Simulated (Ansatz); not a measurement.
Theory: DFT PBE, scalar-relativistic, plane waves, PAW in Ansatz 0.2.0. All cells share a 420 eV cutoff and Γ-centred k meshes spaced at most about 0.3 Å⁻¹ (about 0.25 or finer for metals, 2π included). No spin polarisation in the final relaxations.

Temperature and zero-point effects are left out. All come from trial cells, and lower structures may exist.

Task: Order these relaxed structures of SnRu4 by energy, lowest first, with the energy over the lowest of them.
A.

```xyz
5
Lattice="6.1629 0.0000 0.0000 0.0000 6.1629 0.0000 0.0000 0.0000 2.6756" Properties=species:S:1:pos:R:3 pbc="T T T"
Sn    3.0814    3.0814    1.3378
Ru    1.1526    1.1526    1.3378
Ru    5.0103    5.0103    1.3378
Ru    1.1526    5.0103    1.3378
Ru    5.0103    1.1526    1.3378
```

B.

```xyz
5
Lattice="4.5775 0.0000 0.0000 0.0000 4.5775 0.0000 0.0000 0.0000 4.5775" Properties=species:S:1:pos:R:3 pbc="T T T"
Sn    0.0000    0.0000    0.0000
Ru    1.4161    1.4161    1.4161
Ru    3.1614    3.1614    1.4161
Ru    1.4161    3.1614    3.1614
Ru    3.1614    1.4161    3.1614
```

C.

```xyz
5
Lattice="3.8032 -4.2221 0.0000 3.8032 4.2221 0.0000 0.0000 0.0000 2.7773" Properties=species:S:1:pos:R:3 pbc="T T T"
Sn    0.0000    0.0000    0.0000
Ru    5.2636    0.0000    1.3887
Ru    2.3428    0.0000    1.3887
Ru    3.8032   -1.5742    0.0000
Ru    3.8032    1.5742    0.0000
```

Result: C (0 meV/atom), A (336 meV/atom), B (677 meV/atom). Forms: C Cmmm; A P4/mmm; B P-43m. Counting all near atoms (those within 1.25 times the shortest distance at each site; a plus sign parts nearer from farther groups; a slash parts the counts of unlike sites): C has Sn 8, Ru 7+1/9; A has Sn 6, Ru 2+3; B has Sn 4, Ru 4. Even the lowest lies +0.68 eV/atom against the elements.

Cells relaxed within their symmetry can be saddle points. Some structure types and database cells were kept out of the candidates from the start, so a known form may be missing.
